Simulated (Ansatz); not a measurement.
NaCl:
```yaml
crystal:
  lattice:
    - [6.68037, 0.00000, 0.00000]
    - [-3.34019, 5.78537, 0.00000]
    - [0.00000, 0.00000, 6.98529]
  atoms:
    - { symbol: Na, position: [0.00000, 0.66673, 0.50000] }
    - { symbol: Na, position: [0.66673, 0.00000, 0.50000] }
    - { symbol: Na, position: [0.33327, 0.33327, 0.50000] }
    - { symbol: Na, position: [0.00000, 0.33341, 0.00000] }
    - { symbol: Na, position: [0.33341, 0.00000, 0.00000] }
    - { symbol: Na, position: [0.66659, 0.66659, 0.00000] }
    - { symbol: Cl, position: [0.66667, 0.33333, 0.25003] }
    - { symbol: Cl, position: [0.66667, 0.33333, 0.74997] }
    - { symbol: Cl, position: [0.33333, 0.66667, 0.25003] }
    - { symbol: Cl, position: [0.33333, 0.66667, 0.74997] }
    - { symbol: Cl, position: [0.00000, 0.00000, 0.75005] }
    - { symbol: Cl, position: [0.00000, 0.00000, 0.24995] }
```

Relaxed with PBEsol. Plane-wave PAW PBEsol (Ansatz code) gives a gap of 4.39 eV.

**Question.** What gap does HSE06 give on the same cell (Ansatz, PAW)?

**Answer.** 5.87 eV, 1.48 eV more. The hybrid was solved on a coarser mesh and at special points; the gap given is the minimum over both.

```
k  v1 PBEsol  c1 PBEsol  v1 HSE06  c1 HSE06
-  ---------  ---------  --------  --------
Γ       0.00       4.39      0.00      5.87
A      -0.31       5.69         ?         ?
K      -0.07       6.24         ?         ?
H      -0.59       6.98     -0.63      8.49
M      -0.02       6.03         ?         ?
L      -0.66       6.96         ?         ?
```

**Question.** Top valence (v1) and lowest conduction level (c1) in eV from each method's valence maximum (which need not be a listed point): supply the withheld HSE06 values.

**Answer.** 
- A, v1 HSE06: -0.33
- A, c1 HSE06: 7.19
- L, v1 HSE06: -0.70
- L, c1 HSE06: 8.48
- K, v1 HSE06: -0.07
- K, c1 HSE06: 7.72
- M, v1 HSE06: -0.02
- M, c1 HSE06: 7.47

Cost on shared cores: the PBEsol run (SCF on a 5×5×4 mesh, then bands and DOS) very roughly 6 core-minutes, the HSE06 run (SCF on 3×3×3, then a few points) very roughly 7 core-minutes; the tasks are unlike.

Space group P6_3/mmc (NiAs type). The workflow started from a Materials Project entry (that database holds measured and hypothetical structures alike); the Crystallography Open Database copy checked does not list it. It is not the phase usual at ambient conditions (space group No. 225). The cell was relaxed with PBEsol under the symmetry of its start; its stability against distortions is not shown here. Point labels and valley counts follow the cell and symmetry of the run, lower than the named group.

Potentials: the earlier of the program's two PAW sets. The files were generated under PBE; for other functionals the program regenerates the frozen cores, and for LDA and PBEsol the local potential too.
